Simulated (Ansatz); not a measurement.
# ¹¹B NMR of the central transition in Cd₅B₃O₉F

Cell: a refined structure from the COD, its atoms then relaxed with PBE in this cell.

Space group Cm (No. 8); a = 8.0570, b = 15.9660, c = 3.4470 Å, β = 100.06°.

| site | Wyckoff | site symmetry | x | y | z |
| --- | --- | --- | --- | --- | --- |
| Cd1 | 2a | m | 0.7537 | 0.0000 | 0.2101 |
| Cd2 | 4b | 1 | 0.1463 | 0.8813 | 0.9254 |
| Cd4 | 4b | 1 | 0.5248 | 0.8234 | 0.5826 |
| B6 | 4b | 1 | 0.3436 | 0.6969 | 0.1661 |
| B8 | 2a | m | 0.4029 | 0.0000 | 0.5339 |
| O9 | 4b | 1 | 0.3318 | 0.7725 | 0.9696 |
| O11 | 4b | 1 | 0.3167 | 0.9246 | 0.4878 |
| O13 | 4b | 1 | 0.7046 | 0.1445 | 0.1497 |
| O15 | 2a | m | 0.5755 | 0.0000 | 0.6286 |
| O16 | 4b | 1 | 0.5002 | 0.6741 | 0.3728 |
| F | 2a | m | 0.9596 | 0.0000 | 0.8153 |

One atom of each set is listed; the run and its k-mesh use a cell of 18 atoms with edges of 8.94, 8.94, 3.45 Å.

The numbers come from a DFT calculation in Ansatz (PBE, plane waves and PAW, scalar-relativistic, 420 eV cutoff, Γ-centred 3×3×6 k-points, Fermi–Dirac smearing 0.02 eV).

¹¹B has I = 3/2 and Q = 40.59 mb (Pyykkö 2018); at 11.7 T its Larmor frequency is ν₀ = 159.9 MHz. Only the quadrupole interaction is simulated: positions count from each site's isotropic chemical shift, and J coupling is left out, as are shift anisotropy and dipolar coupling, which fast spinning averages.

Problem. Give C_Q, η, the quadrupolar product P_Q = |C_Q|(1 + η²/3)^½, the second-order isotropic shift and the breadth of the pattern (fast magic-angle spinning) for each B site.

Solution. 

```tsv
site	first shell	C_Q (MHz)	η	P_Q (MHz)	δ_QIS (ppm)	breadth (kHz)
B6	3 O at 1.38–1.39 Å	2.58	0.07	2.58	-6.53	2.28
B8	3 O at 1.37–1.38 Å	2.59	0.04	2.59	-6.57	2.28
```

δ_QIS = −(ν_Q²/30ν₀²)[I(I+1) − 3/4](1 + η²/3) × 10⁶ ppm with ν_Q = 3|C_Q|/[2I(2I−1)]; it falls as 1/B₀² in ppm, and the breadth as 1/B₀ in kHz.

At B6 and B8 V_zz stands upright on the plane through its three neighbours (within 1°) in each case.
